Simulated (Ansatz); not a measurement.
**An elastic constant from a strain scan in Ge**

All numbers below come from DFT PBEsol, scalar-relativistic, plane waves, PAW in Ansatz. Settings: plane waves to 420 eV, k-mesh 14×14×14 (Γ-centred), Gaussian smearing 0.15 eV. No spin polarisation. Energies are free energies at this smearing, counted from the undisturbed cell; pressure is positive in compression.

Reference structure (as given, not relaxed at this level; it stands at 0.7 GPa):

```yaml
crystal:
  lattice:
    - [0.00000, 2.82877, 2.82877]
    - [2.82877, 0.00000, 2.82877]
    - [2.82877, 2.82877, 0.00000]
  atoms:
    - { symbol: Ge, position: [0.50000, 0.50000, 0.50000] }
    - { symbol: Ge, position: [0.75000, 0.75000, 0.75000] }
```

The cell is strained by ε times the Voigt pattern (1, -1, 0, 0, 0, 0) (xx, yy, zz, yz, xz, xy; engineering shear) with fractional coordinates fixed. The cell holds 2 atoms in V0 = 45.27 Å³. The stress column is τ = (1/V0) dE/dε, got from the stress tensor σ (compression positive) at each point as −det(1 + εP) σ : P(1 + εP)⁻¹, with P the pattern as a tensor.

| ε | ΔE (meV/atom) | τ (GPa) |
| --- | --- | --- |
| -0.0175 | 3.097 | -2.501 |
| -0.0150 | 2.276 | -2.145 |
| -0.0125 | 1.582 | -1.789 |
| -0.0100 | 1.013 | -1.431 |
| -0.0075 | 0.569 | -1.074 |
| -0.0050 | 0.254 | -0.716 |
| -0.0025 | 0.064 | -0.358 |
| 0.0000 | 0.000 | 0.000 |
| 0.0025 | 0.064 | 0.358 |
| 0.0050 | 0.254 | 0.716 |
| 0.0075 | 0.569 | 1.074 |
| 0.0100 | 1.013 | 1.431 |
| 0.0125 | 1.582 | 1.789 |
| 0.0150 | 2.276 | 2.145 |
| 0.0175 | 3.097 | 2.501 |
| 0.0200 | ? | ? |

Question: Which combination of elastic constants does this scan measure, and how large is it?

Answer: For small ε, τ = τ0 + Kε with K = pᵀCp, which for this pattern is 2(C11 − C12) in the cubic axes. The parabola through τ at ε = -0.0025, 0 and 0.0025 has slope K = 143 GPa at zero. The energies per cell, E = NΔE, of the wider pair ε = ±0.0175 give K = 2[E(ε₊)/ε₊ − E(ε₋)/ε₋]/[(ε₊ − ε₋)V0] = 143 GPa, in agreement.

Question: Predict the withheld row at ε = 0.0200 from the harmonic law, and compare.

Answer: ΔE = V0(τ0 ε + Kε²/2)/N = 4.044 meV/atom and τ = 2.86 GPa. The calculation gives 4.043 meV/atom and 2.86 GPa, a miss of 0.01 meV/atom at most, so the harmonic law still holds here.

The gap closes along the scan, which can put kinks into the curve.